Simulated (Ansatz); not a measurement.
Theory: Ansatz 0.2.0, DFT PBE, scalar-relativistic, plane waves, PAW. Settings: cutoff 420 eV, Γ-centred meshes spaced at most about 0.3 Å⁻¹, and about 0.25 Å⁻¹ or finer for metals (2π included), Gaussian smearing. No spin polarisation in the final relaxations.

All energies are static (0 K, no zero-point motion).

Two relaxed structures of InTe4W:

A. Space group P4/mmm (No. 123), tetragonal, a = 4.764 Å, c = 7.673 Å. In has 8 Te at 3.25 Å; around Te lie 2 W at 2.88 Å, 5 Te at 3.24–3.37 Å and 2 In at 3.25 Å; W is surrounded by 8 Te at 2.88 Å.

B. Space group P-6m2 (No. 187), hexagonal, a = 8.809 Å, c = 3.376 Å. Around In lie 2 In at 3.38 Å; Te on a site of symmetry -6m2 has 8 Te at 3.38–3.39 Å; Te on a site of symmetry mm2 is surrounded by 2 W at 2.73 Å and 4 Te at 3.38–3.39 Å; W has 6 Te at 2.73 Å and 2 W at 3.38 Å.

Question: Which is lower in energy, and by how much?

Answer: A is lower, by 107 meV/atom. A has In and W ordered on fluorite sites, space group P4/mmm (No. 123), 29.0 Å³/atom and no gap on its mesh; B has space group P-6m2 (No. 187), 37.8 Å³/atom and no gap. Counting Te atoms around In and W (those within 1.25 times the shortest such distance or 1.15 times the sum of covalent radii; the shortest distance is added where it is long for a bond), A has In 8, W 8 and B has In 15 from 4.7 Å, W 6. The denser one is the lower, and pressure would at first widen the difference. Even the lower one lies +0.24 eV/atom against the reference forms of the elements (uncorrected), so neither is stable at this level. Both come from invented guesses. A third cell relaxed alike, in P4/mmm, lies 131 meV/atom below the lower of the two.

Spin–orbit coupling, which can matter for Te and W, is left out. A magnetic state wasn't ruled out in cells without spin, among them P4/mmm, P-6m2. Cells relaxed within their symmetry can be saddle points.
